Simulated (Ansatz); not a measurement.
The relaxed structure here is a generated cell of ZnSnN2: the first start was made by placing the elements on the sites of a structure type, and the end was not matched to a known phase here, so it may be hypothetical.

Relaxation of a generated trial cell of ZnSnN2 in the AFLOW prototype ABC2_hP8_194_d_a_f (as in AlCr2C); 8 atoms in the cell, which starts as P6₃/mmc (No. 194), hP8; a = b = 2.9783 Å, c = 13.3502 Å, α = β = 90.00°, γ = 120.00°. Calculation: PBE (plane waves to 420 eV, PAW, scalar-relativistic; Ansatz, an electronic-structure program). Γ-centred k-mesh 9×9×2 on the run's cell (coarser than for final values), Fermi–Dirac smearing 0.05 eV. This is the first round of the run. 

The optimiser's lines from the output (shortened; P is positive under compression):

```
relax step   1: F+E_penalty+E_count = -20213.21444300 eV  Δ(F+E_penalty+E_count) = +0.000e0 eV  max|allowed force component| = 2.829e0 eV/Å  Δτ_max = 0.0000 Å  P = +22.309 GPa  Ω = 102.554 Å³  (8 SCF iters, dr2 threshold 1.00e-7 eV, accepted)
relax step   2: F+E_penalty+E_count = -20215.81795668 eV  Δ(F+E_penalty+E_count) = -2.604e0 eV  max|allowed force component| = 1.949e0 eV/Å  Δτ_max = 0.0763 Å  P = +2.574 GPa  Ω = 107.114 Å³  (7 SCF iters, dr2 threshold 8.00e-7 eV, accepted)
relax step   3: F+E_penalty+E_count = -20217.31105744 eV  Δ(F+E_penalty+E_count) = -1.493e0 eV  max|allowed force component| = 1.661e0 eV/Å  Δτ_max = 0.0906 Å  P = -2.752 GPa  Ω = 104.448 Å³  (8 SCF iters, dr2 threshold 8.00e-7 eV, accepted)
relax step   4: F+E_penalty+E_count = -20218.44170202 eV  Δ(F+E_penalty+E_count) = -1.131e0 eV  max|allowed force component| = 1.215e0 eV/Å  Δτ_max = 0.0989 Å  P = -3.067 GPa  Ω = 99.743 Å³  (7 SCF iters, dr2 threshold 8.00e-7 eV, accepted)
relax step   5: F+E_penalty+E_count = -20218.99389069 eV  Δ(F+E_penalty+E_count) = -5.522e-1 eV  max|allowed force component| = 3.203e-1 eV/Å  Δτ_max = 0.1157 Å  P = +1.228 GPa  Ω = 93.964 Å³  (7 SCF iters, dr2 threshold 8.00e-7 eV, accepted)
relax step   6: F+E_penalty+E_count = -20219.00131590 eV  Δ(F+E_penalty+E_count) = -7.425e-3 eV  max|allowed force component| = 1.493e-1 eV/Å  Δτ_max = 0.0361 Å  P = -0.204 GPa  Ω = 94.243 Å³  (6 SCF iters, dr2 threshold 8.00e-7 eV, accepted)
relax step   7: F+E_penalty+E_count = -20219.00644225 eV  Δ(F+E_penalty+E_count) = -5.126e-3 eV  max|allowed force component| = 7.291e-3 eV/Å  Δτ_max = 0.0114 Å  P = -0.017 GPa  Ω = 94.270 Å³  (6 SCF iters, dr2 threshold 8.00e-7 eV, accepted)
relax step   8: F+E_penalty+E_count = -20219.00643797 eV  Δ(F+E_penalty+E_count) = +4.275e-6 eV  max|allowed force component| = 7.251e-4 eV/Å  Δτ_max = 0.0007 Å  P = -0.006 GPa  Ω = 94.275 Å³  (6 SCF iters, dr2 threshold 7.32e-9 eV, accepted)
relax step   9: F+E_penalty+E_count = -20219.03760862 eV  Δ(F+E_penalty+E_count) = -3.117e-2 eV  max|allowed force component| = 3.314e-3 eV/Å  Δτ_max = 0.0000 Å  P = +0.338 GPa  Ω = 94.275 Å³  stress off target by 6.97e-1 GPa  SCF on the basis re-selected at this cell (its energy is not comparable with the rows above)  (8 SCF iters)
relax step  10: F+E_penalty+E_count = -20219.03790819 eV  Δ(F+E_penalty+E_count) = -2.996e-4 eV  max|allowed force component| = 5.371e-4 eV/Å  Δτ_max = 0.0003 Å  P = +0.045 GPa  Ω = 94.436 Å³  (6 SCF iters, dr2 threshold 8.00e-7 eV, accepted)
relax step  11: F+E_penalty+E_count = -20219.03781700 eV  Δ(F+E_penalty+E_count) = +9.119e-5 eV  max|allowed force component| = 1.295e-6 eV/Å  Δτ_max = 0.0001 Å  P = +0.000 GPa  Ω = 94.463 Å³  (6 SCF iters, dr2 threshold 1.07e-8 eV, accepted)
relax step  12: F+E_penalty+E_count = -20219.03830739 eV  Δ(F+E_penalty+E_count) = -4.904e-4 eV  max|allowed force component| = 1.574e-4 eV/Å  Δτ_max = 0.0000 Å  P = +0.007 GPa  Ω = 94.463 Å³  stress off target by 1.25e-2 GPa  SCF on the basis re-selected at this cell (its energy is not comparable with the rows above)  (6 SCF iters)
```

From the first to the last row the energy changes by -0.73 eV/atom and the volume by -7.9 %. The last row is marked as not comparable with the walk above it, whose basis was carried along; it does compare with step 1, since both stand on a basis selected at the nominal cutoff for their own cell.

Later rounds, restarted from the end of this one on a renewed k-mesh, logged 8 more steps and released under 0.01 eV/atom more. The final structure after all rounds: P6₃/mmc (No. 194), hP8; a = b = 3.1844 Å, c = 10.7539 Å, α = β = 90.00°, γ = 120.00°. Between re-selections the logged energies stand on a plane-wave basis carried along with the cell. No spin polarisation in the result.

The run could not lower the symmetry of its start; a shaken copy of this end point relaxes with PBE to Cmc2₁ (No. 36), 0.23 eV/atom lower.
